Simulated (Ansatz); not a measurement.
Data:

Cr$_{2}$N:
```yaml
crystal:
  lattice:
    - [2.80260, 0.00000, 0.00000]
    - [-1.40130, 2.42713, 0.00000]
    - [0.00000, 0.00000, 4.17542]
  atoms:
    - { symbol: N, position: [0.00000, 0.00000, 0.00000] }
    - { symbol: Cr, position: [0.33333, 0.66667, 0.24669] }
    - { symbol: Cr, position: [0.66667, 0.33333, 0.75331] }
```

This is the PBEsol-relaxed structure.

All from plane-wave PAW PBEsol (Ansatz code), unless another level is named. Predict the highest zone-centre frequency.

17.72 THz.

Give the bulk modulus (Birch–Murnaghan fit).

249 GPa.

Space group P-3m1 (anti-CdI2 type). The cell is a constructed one: a structure type filled with these elements; neither database checked (COD, Materials Project) lists it. COD files the formula under space group No. 162. Its standing as an ambient phase is unchecked. The cell was relaxed with PBEsol under the symmetry of its start; whether a distortion lowers the energy is not shown. The workflow began spin-polarised and lost its moments. As this level gives no gap, phonon frequencies hold no LO–TO term and depend on the k-mesh and smearing (Fermi–Dirac, 0.1 eV here).

Potentials: the earlier of the program's two PAW sets. The files were generated under PBE; for other functionals the program regenerates the frozen cores, and for LDA and PBEsol the local potential too.
